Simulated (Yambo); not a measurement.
Yambo run on CsSrF$_{3}$ (cubic perovskite, space group Pm-3m, No. 221). The wavefunctions come from this Quantum ESPRESSO step (PBEsol, PseudoDojo standard norm-conserving files, scalar-relativistic):

```
&CONTROL
  calculation = 'nscf'
  pseudo_dir = './pseudo'
  outdir = './out'
/
&SYSTEM
  ibrav = 0
  nat = 5
  ntyp = 3
  ecutwfc = 84.0
  ecutrho = 336.0
  occupations = 'fixed'
  force_symmorphic = .true.
  nbnd = 157
/
&ELECTRONS
  conv_thr = 5e-09
  diago_full_acc = .true.
  diago_thr_init = 1e-08
/
ATOMIC_SPECIES
F 18.9984 F.upf
Sr 87.6200 Sr.upf
Cs 132.9055 Cs.upf
CELL_PARAMETERS angstrom
  4.763250000000   0.000000000000   0.000000000000
  0.000000000000   4.763250000000   0.000000000000
  0.000000000000   0.000000000000   4.763250000000
ATOMIC_POSITIONS crystal
F   0.000000000000   0.500000000000   0.500000000000
F   0.500000000000   0.000000000000   0.500000000000
F   0.500000000000   0.500000000000   0.000000000000
Sr   0.500000000000   0.500000000000   0.500000000000
Cs   0.000000000000   0.000000000000   0.000000000000
K_POINTS automatic
2 2 2 0 0 0
```

Yambo input:

```
rim_cut
gw0
dyson
el_el_corr
HF_and_locXC
ppa
em1d
RandQpts= 1000000
RandGvec= 1 Ry
EXXRLvcs= 84 Ry
VXCRLvcs= 336 Ry
Chimod= "HARTREE"
% BndsRnXp
 1 | 154 |
%
NGsBlkXp= 7 Ry
% LongDrXp
 1.0 | 1.0 | 1.0 |
%
PPAPntXp= 27.2114 eV
% GbndRnge
 1 | 154 |
%
GTermKind= "BG"
DysSolver= "n"
ExtendOut
% QPkrange
 1 | 1 | 20 | 21 |
 2 | 2 | 20 | 21 |
 3 | 3 | 20 | 21 |
 4 | 4 | 20 | 21 |
%
```

k points by index: 1 = Γ, 2 = X, 3 = M, 4 = R.

Resulting energies as the program prints them:

```
#    K-point    Band    Eo [eV]    E [eV]    E-Eo [eV]    Vxc [eV]    Vnlxc [eV]    Sc|Eo [eV]    Sc|E [eV]    dSc/dw|Eo [eV]    Re(Z)    Im(Z)
#
    1    20    0.000000    -2.234829    -2.234829    -22.22041    -29.87447    4.879776    5.419231    -6.567995    0.805560    -0.001180
    1    21    6.264633    7.312241    1.047608    -8.021487    -3.803048    -3.041479    -3.170832    -3.359665    0.890103    -0.687418E-3
    2    20    -0.014867    -2.284210    -2.269342    -22.17818    -29.80951    4.816924    5.361990    -6.535397    0.806338    -0.001174
    2    21    7.891298    9.082243    1.190945    -9.120402    -4.899323    -2.871246    -3.030135    -3.630157    0.882296    -0.715601E-3
    3    20    -0.015834    -2.293986    -2.278152    -21.74069    -29.44326    4.862164    5.424416    -6.715373    0.802061    -0.001214
    3    21    8.171848    9.516323    1.344475    -9.478045    -4.958790    -2.994105    -3.174781    -3.656562    0.881541    -0.729229E-3
    4    20    -0.007603    -2.262725    -2.255122    -21.77536    -29.48796    4.900576    5.457472    -6.719318    0.801968    -0.001210
    4    21    8.477097    9.753301    1.276204    -8.604638    -4.093193    -3.068102    -3.235241    -3.563551    0.884206    -0.699802E-3
```
(The two width columns are left out.) Convergence of these settings isn't established.

Geometry of the Materials Project entry, not relaxed at this level.

The structure is a Materials Project entry; no match was found in the copy of COD used, and its stability was not checked.
